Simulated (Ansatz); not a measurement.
Total density of states per atom from plane-wave PAW r²SCAN (Ansatz code), in 0.25 eV bins, energy from the Fermi level:

```csv
E (eV),states/eV/atom
-7.85,0.33
-7.60,0.31
-7.35,0.21
-7.10,0.22
-6.85,0.34
-6.60,0.56
-6.35,0.65
-6.10,0.28
-5.85,0.17
-5.60,0.04
-5.35,0.00
-5.10,0.00
-4.85,0.00
-4.60,0.00
-4.35,0.00
-4.10,0.00
-3.85,0.00
-3.60,0.00
-3.35,0.00
-3.10,0.00
-2.85,0.00
-2.60,0.12
-2.35,0.21
-2.10,0.26
-1.85,0.33
-1.60,0.46
-1.35,0.56
-1.10,0.38
-0.85,0.28
-0.60,0.33
-0.35,0.51
-0.10,0.65
0.15,0.49
0.40,0.55
0.65,0.39
0.90,0.29
1.15,0.17
1.40,0.03
1.65,0.01
1.90,0.02
2.15,0.06
2.40,0.16
2.65,0.24
2.90,0.26
3.15,0.28
3.40,0.24
3.65,0.15
3.90,0.12
4.15,0.10
4.40,0.08
4.65,0.07
4.90,0.06
```

Q: Which compound is it?
A. LaCo2As2, I4/mmm (La on 2a, Co on 4d, As on 4e)
B. Lu3SnC, anti-perovskite
C. C, I4_132 (C on 8a)
D. MgO, P4_2/mnm (Mg on 4g, O on 4f)

A: C, C, I4_132 (C on 8a). Within 0.5 eV of the Fermi level: C 2p 93 %, C 2s 6 %. Projections are on Löwdin-orthogonalised atomic valence shells; empty p or d shells of many metals are not among them.

The start of the workflow was typed in or built on a structure type; neither database checked (COD, Materials Project) lists it. It is not the phase usual at ambient conditions (space group No. 194, 227). Symmetry was held in the r²SCAN relaxation. At this level the phase is mechanically unstable.

Potentials: the later of the program's two PAW sets.
